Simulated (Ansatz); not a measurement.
Relaxed TiN (rock salt):

```xyz
4
Lattice="0.0000 4.2325 4.2325 2.1163 0.0000 2.1163 2.1163 2.1163 0.0000" Properties=species:S:1:pos:R:3 pbc="T T T"
N      0.0000     0.0000     0.0000
N      0.0000     2.1163     2.1163
Ti     2.1163     2.1163     2.1163
Ti     2.1163     4.2325     4.2325
```

The numbers are results of r2SCAN (plane waves to 500 eV, PAW, scalar-relativistic; Ansatz, a first-principles code), not measurements. k mesh 15×15×15 (Γ-centred), Fermi-Dirac smearing 0.05 eV. With partly filled bands, energies and forces of such displacements shift with the k mesh and the smearing. TiN is run without spin polarisation. TiN was relaxed with its symmetry unable to fall.

One atom of the cell was then moved (with its periodic images), all else fixed, and the forces (eV/Å) came out as:

| atom | Fx | Fy | Fz |
|---|---|---|---|
| N1 | 0.043 | -0.043 | 0.893 |
| N2 | -0.041 | 0.041 | 0.532 |
| Ti3 | -0.174 | 0.174 | -0.068 |
| Ti4 | 0.172 | -0.172 | -1.356 |

Task: Which atom was moved, and by which vector (Å)?

Result: Ti4, by (0.00, 0.00, 0.13), 0.13 Å in all.

(For displaced atoms, the force is minus the slope of the energy, and its curvature is a force constant, which sets phonon frequencies.)
